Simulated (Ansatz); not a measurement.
Relaxation of a generated trial cell of SiNi in the AFLOW prototype AB_tP4_131_c_e (B17, as in PtS); 4 atoms in the cell, which starts as P4₂/mmc (No. 131), tP4; a = b = 3.444 Å, c = 4.288 Å, α = β = γ = 90.00°. Level of theory: PBEsol (plane waves to 420 eV, PAW, scalar-relativistic; Ansatz, a first-principles code). Γ-centred k-mesh 7×7×6 on the run's cell (coarser than for final values), Fermi–Dirac smearing 0.05 eV. This is the first round of the run. Spin-polarised start, with parallel moments on Ni.

The optimiser's lines from the output (shortened; P is positive under compression):

```
relax step   1: F+E_penalty+E_count = -12850.42530298 eV  Δ(F+E_penalty+E_count) = +0.000e0 eV  max|allowed force component| = 2.082e-17 eV/Å  Δτ_max = 0.0000 Å  P = +56.222 GPa  Ω = 50.862 Å³  (15 SCF iters, dr2 threshold 1.00e-7 eV, accepted)
relax step   2: F+E_penalty+E_count = -12851.99320444 eV  Δ(F+E_penalty+E_count) = -1.568e0 eV  max|allowed force component| = 6.072e-17 eV/Å  Δτ_max = 0.0000 Å  P = +23.679 GPa  Ω = 57.182 Å³  (12 SCF iters, dr2 threshold 4.00e-7 eV, accepted)
relax step   3: F+E_penalty+E_count = -12852.51642719 eV  Δ(F+E_penalty+E_count) = -5.232e-1 eV  max|allowed force component| = 3.469e-17 eV/Å  Δτ_max = 0.0000 Å  P = +5.812 GPa  Ω = 62.707 Å³  (11 SCF iters, dr2 threshold 4.00e-7 eV, accepted)
relax step   4: F+E_penalty+E_count = -12852.56231788 eV  Δ(F+E_penalty+E_count) = -4.589e-2 eV  max|allowed force component| = 1.995e-17 eV/Å  Δτ_max = 0.0000 Å  P = -0.853 GPa  Ω = 65.340 Å³  (9 SCF iters, dr2 threshold 4.00e-7 eV, accepted)
relax step   5: F+E_penalty+E_count = -12852.56494108 eV  Δ(F+E_penalty+E_count) = -2.623e-3 eV  max|allowed force component| = 2.776e-17 eV/Å  Δτ_max = 0.0000 Å  P = -0.047 GPa  Ω = 65.060 Å³  (8 SCF iters, dr2 threshold 4.00e-7 eV, accepted)
relax step   6: F+E_penalty+E_count = -12852.56496230 eV  Δ(F+E_penalty+E_count) = -2.122e-5 eV  max|allowed force component| = 2.949e-17 eV/Å  Δτ_max = 0.0000 Å  P = +0.001 GPa  Ω = 65.030 Å³  (7 SCF iters, dr2 threshold 1.76e-8 eV, accepted)
relax step   7: F+E_penalty+E_count = -12852.60793517 eV  Δ(F+E_penalty+E_count) = -4.297e-2 eV  max|allowed force component| = 3.079e-17 eV/Å  Δτ_max = 0.0000 Å  P = +1.350 GPa  Ω = 65.030 Å³  stress off target by 1.94e0 GPa  SCF on the basis re-selected at this cell (its energy is not comparable with the rows above)  (13 SCF iters)
relax step   8: F+E_penalty+E_count = -12852.61105674 eV  Δ(F+E_penalty+E_count) = -3.122e-3 eV  max|allowed force component| = 1.735e-17 eV/Å  Δτ_max = 0.0000 Å  P = +0.180 GPa  Ω = 65.624 Å³  (8 SCF iters, dr2 threshold 4.00e-7 eV, accepted)
relax step   9: F+E_penalty+E_count = -12852.61110535 eV  Δ(F+E_penalty+E_count) = -4.861e-5 eV  max|allowed force component| = 1.735e-17 eV/Å  Δτ_max = 0.0000 Å  P = +0.009 GPa  Ω = 65.712 Å³  (7 SCF iters, dr2 threshold 2.02e-7 eV, accepted)
relax step  10: F+E_penalty+E_count = -12852.61110515 eV  Δ(F+E_penalty+E_count) = +2.027e-7 eV  max|allowed force component| = 2.689e-17 eV/Å  Δτ_max = 0.0000 Å  P = +0.000 GPa  Ω = 65.716 Å³  (7 SCF iters, dr2 threshold 1.51e-9 eV, accepted)
relax step  11: F+E_penalty+E_count = -12852.61122842 eV  Δ(F+E_penalty+E_count) = -1.233e-4 eV  max|allowed force component| = 2.689e-17 eV/Å  Δτ_max = 0.0000 Å  P = -0.004 GPa  Ω = 65.716 Å³  stress off target by 4.87e-3 GPa  SCF on the basis re-selected at this cell (its energy is not comparable with the rows above)  (9 SCF iters)
```

From the first to the last row the energy changes by -0.55 eV/atom and the volume by +29.2 %. The last row is marked as not comparable with the walk above it, whose basis was carried along; it does compare with step 1, since both stand on a basis selected at the nominal cutoff for their own cell.

Energy and pressure jump between steps 6 and 7 at one geometry, where the plane-wave basis was selected anew. While the cell walks, the set of plane waves is carried along, so its effective cutoff drifts with the strain; re-selecting it at 420 eV moved the energy by -0.011 eV/atom and the pressure by 1.3 GPa. Only step 1 and rows on a re-selected basis compare with each other.

Later rounds, restarted from the end of this one on a renewed k-mesh, logged 9 more steps and released under 0.01 eV/atom more. The final structure after all rounds: P4₂/mmc (No. 131), tP4, AFLOW prototype AB_tP4_131_c_e (B17, as in PtS); a = 3.691 Å, b = 3.691 Å, c = 4.821 Å, α = 90.00°, β = 90.00°, γ = 90.00°. Between re-selections the logged energies stand on a plane-wave basis carried along with the cell. No spin polarisation in the result: the starting moments vanished. A magnetic state may lie lower.

The run could not lose the symmetry of its start, so the end can be a saddle point.

All atoms sit on sites fixed by symmetry, so only the cell could relax.

The relaxed structure here is a generated cell of SiNi: the first start was made by placing the elements on the sites of a structure type, and the end was not matched to a known phase here, so it may be hypothetical. Known forms of SiNi include space group No. 62.
